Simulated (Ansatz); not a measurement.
**HBr under strong compression**

```
H Br
1.0
     0.00000    2.82000    3.03150
     2.77750    0.00000    3.03150
     2.77750    2.82000    0.00000
H Br
1 1
Direct
  0.00000 0.00000 0.00000
  0.50000 0.50000 0.50000
```

The base volume is that of a database entry, so it needn't be at zero pressure; the structure needn't be the stable phase, at rest or compressed.

Its volume is scaled at fixed shape and fractional positions.

All numbers are PBEsol results (scalar-relativistic) from Ansatz 0.2.0, with a Γ-centred 9×9×9 k mesh, Fermi–Dirac smearing of 0.03 eV, no spin polarisation. Methods: LAPW: all electrons, basis error target 1 meV/atom; PAW: frozen-core files, cutoff 420 eV; crystal datasets: all electrons, by PAW datasets that the program makes for each cell.

Energies are extrapolated to zero smearing and count from the unscaled cell; pressure is positive in compression; gaps take the mesh and a band path. No temperature or zero-point motion is included.

The PAW files were made under PBE.

```tsv
V/V0	V (Å³/atom)	P LAPW (GPa)	ΔE LAPW (eV/atom)	P PAW − LAPW (GPa)	ΔE PAW − LAPW (meV/atom)
1.00	23.74	-8.47	0.000	0.00	0.0
0.80	19.00	?	?	0.00	-0.1
0.70	16.62	-6.87	-0.375	0.00	-0.1
0.45	10.68	20.6	-0.308	-0.01	-0.4
```

Question: What belongs in the row "0.80", column "ΔE LAPW (eV/atom)"?

Answer: -0.258.

Question: Give the missing entry: row "0.80", column "P LAPW (GPa)".

Answer: -8.53.

Question: From the table, what is the rise of the enthalpy H = E + pV up to the last row, and how stiff is the crystal between the last two rows?

Answer: ΔH = -0.308 eV + (20.6 GPa × 10.68 Å³ + 8.47 GPa × 23.74 Å³) × 0.006242 eV/(GPa·Å³) = 2.32 eV/atom, of which pV makes 113 %. The mean bulk modulus there is −ΔP/Δln V = 62.1 GPa.

Question: At the smallest volume, how far do crystal datasets lie from LAPW in pressure?

Answer: crystal datasets: 0.00 GPa, on a LAPW pressure of 20.6 GPa.

Question: How do the Löwdin populations by LAPW change from the unscaled cell to the last row?

Answer: H 1s 0.83 → 0.91, Br 4p 5.16 → 5.04 electrons an atom. These are projections on the shells that the free atoms fill; 0.02 e a cell lies outside them at the start and 0.08 e at the end.
